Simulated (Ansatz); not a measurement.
Cu3Pd (Cu3Au type)

Space group Pm-3m (No. 221); a = b = c = 3.6547 Å, α = β = γ = 90.00°

```json
[
 {"atom": "Cu", "site": "3c", "symmetry": "4/mm.m", "x": "0.0000", "y": "0.5000", "z": "0.5000"},
 {"atom": "Pd", "site": "1a", "symmetry": "m-3m", "x": "0.0000", "y": "0.0000", "z": "0.0000"}
]
```

The relaxed cell is deformed in two ways at once: its volume V is scaled, and at that volume it is stretched along z (the c axis of the conventional cell) so that c/a changes. Fractional atomic positions are held.

The numbers are results of PBEsol (plane waves to 420 eV, PAW, scalar-relativistic; Ansatz, a program for electronic structure), not measurements. k mesh 13×13×13 (Γ-centred), Fermi-Dirac smearing 0.05 eV. Compression counts positive. With partly filled bands, the response to shear is sensitive to the k mesh, so small differences along c/a are uncertain. Cu3Pd is run without spin polarisation. Cu3Pd was relaxed with its symmetry unable to fall. The last digit holds for this mesh only.

Changes of σzz (GPa) from the point V/V₀ = 1.000, (c/a)/(c/a)₀ = 1.000 when one coordinate moves alone (two changes are said to add if the coupling is within 5 % of the smaller one, nearly so within 20 %):

| point | change |
|---|---|
| V/V₀ = 1.000, (c/a)/(c/a)₀ = 0.960 | 1.42 |
| V/V₀ = 1.000, (c/a)/(c/a)₀ = 0.980 | 0.77 |
| V/V₀ = 0.960, (c/a)/(c/a)₀ = 1.000 | 8.01 |
| V/V₀ = 0.980, (c/a)/(c/a)₀ = 1.000 | 3.76 |
| V/V₀ = 1.020, (c/a)/(c/a)₀ = 1.000 | -3.33 |
| V/V₀ = 1.040, (c/a)/(c/a)₀ = 1.000 | -6.28 |
| V/V₀ = 1.000, (c/a)/(c/a)₀ = 1.020 | -0.87 |
| V/V₀ = 1.000, (c/a)/(c/a)₀ = 1.040 | -1.85 |

Task: What is the change at V/V₀ = 1.040, (c/a)/(c/a)₀ = 0.960, where both move, and how far is it from the sum?

Result: The sum of the single changes is -6.28 + (1.42) = -4.86; the calculation gives -5.01, so the coupling contributes -0.15 (under 20 % of the smaller single change, nearly additive).

Task: Do the two effects add at V/V₀ = 1.020, (c/a)/(c/a)₀ = 1.040? Give the computed change.

Result: The sum of the single changes is -3.33 + (-1.85) = -5.18; the calculation gives -5.06, so the coupling contributes 0.12 (under 20 % of the smaller single change, nearly additive).

(Under strain, the slope of the energy per volume gives the stress and its curvature an elastic modulus.)
